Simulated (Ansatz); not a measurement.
**HgTe: energy along a strain**

HgTe, F-43m, a = 6.447 Å (as given, not relaxed at this level: 2.7 GPa). Ansatz: r2SCAN, PAW, 500 eV, Γ-centred 14×14×14 mesh on 2 atoms, Gaussian smearing 0.15 eV; no spin polarisation. Cell vectors (Å): 0.000 3.224 3.224; 3.224 0.000 3.224; 3.224 3.224 0.000. The cell is strained by x per cent times the pattern (0 0 1 0 0 0) in the order xx yy zz yz xz xy (engineering shears), with fractional coordinates held. y is the free energy over the start, V0 = 33.495 Å³/atom.

| x (%) | y (meV/atom) |
| --- | --- |
| -6.00 | ? |
| -4.50 | 39.09 |
| -3.00 | 22.92 |
| 0.00 | 0.00 |
| 1.50 | -7.00 |
| 4.50 | -12.70 |
| 6.00 | -11.65 |

Q: Fit y = c1 x + c2 x² + c3 x³ to the other rows, get the stiffness along the pattern, and predict the missing energy.

A: Least squares on the rows shown. y = −5.6300 x + 0.65160 x² − 0.0061472 x³. The clamped-ion stiffness p·C·p = 2 × 6.516 eV × 160.2 / 33.495 Å³ = 62 GPa, which is C33 in these axes (C11 of the cubic crystal) (second derivative at the start, which stands under stress). At x = -6.00 the fit asked for gives 58.57 meV/atom. The run gave 58.57 meV/atom, the same to the digits shown.

Spin–orbit coupling is left out, which can shift energies with elements as heavy as these.